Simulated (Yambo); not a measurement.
G0W0@PBEsol for CdClOH (space group P6_3mc, No. 186) in Yambo. Reference settings: 3×3×1 Γ-centred k mesh, bands 9 to 193 and a 7 Ry block in the screening, 193 bands in G with the Bruneval-Gonze terminator, plasmon pole fitted at 27.2 eV. The PBEsol gap Γ → Γ on this mesh is 2.39 eV; G0W0 gaps are taken between the same points.

With and without the terminator, as bands are cut:

```csv
bands in G (in W),"gap, terminator (eV)","gap, none (eV)","valence shift, terminator (eV)","valence shift, none (eV)"
80 (193),4.398,4.220,-1.138,-0.599
129 (193),4.381,4.258,-1.168,-0.864
193 (193),4.378,4.302,-1.178,-1.006
```

Over this range the gap spans 0.020 eV with the terminator and 0.082 eV without, the valence shift 0.040 eV and 0.407 eV. Neither column has reached its limit for certain.

Spin-orbit coupling is not included.

Geometry relaxed with PBE+D3(BJ); primitive cell a = 3.697 Å, b = 3.697 Å, c = 10.185 Å, α = 90.00°, β = 90.00°, γ = 120.00°.

A shift is the quasiparticle energy of the state minus its PBEsol energy.
